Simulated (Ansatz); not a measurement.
# What DFT gives for VAs₂

```
CELL_PARAMETERS angstrom
-4.81103 0.00000 0.00000
0.00000 0.00000 4.94045
0.00000 4.35602 2.47022
ATOMIC_POSITIONS crystal
As 0.50000 0.83000 0.34000
As 0.50000 0.17000 0.66000
As 0.00000 0.39000 0.34000
As 0.00000 0.73000 0.66000
V 0.00000 0.06000 0.00000
V 0.50000 0.50000 0.00000
```

Method: LDA, spin-orbit coupling; PAW, plane waves to 420 eV, 5×5×5 Γ-centred mesh, fermi-dirac occupations (width 0.1 eV) (Ansatz 0.2.0), atoms fixed.

The state carries no moments; the state need not be the lowest.

Task: Metal or insulator?

Result: It is a metal, with about 5 states/eV a cell as the mean within 0.25 eV of the Fermi level, mostly V d (78 %) and As p (16 %).

Task: How is the charge shared?

Result: Bader charges in e: V +0.91, As -0.46. In the mean V gives up most and As takes most.

Task: Where is the largest force?

Result: The largest is on As1 (and as large on other atoms): 1.20 eV/Å, components (0.00, -1.09, 0.49). It makes 114° with the line to a nearest neighbour, As4 at 2.80 Å.

Task: What is the formation energy?

Result: 0.04 eV an atom against the elements' usual phases (free molecules for gases, crystals otherwise, with no correction for O₂ or N₂), too near zero to call. Relaxing would lower it.

Origin: a known structure type with other elements, at an estimated volume, so it need not be a known compound. Caveats: started without moments under time reversal, so no moment could form; atoms or cell far from equilibrium.
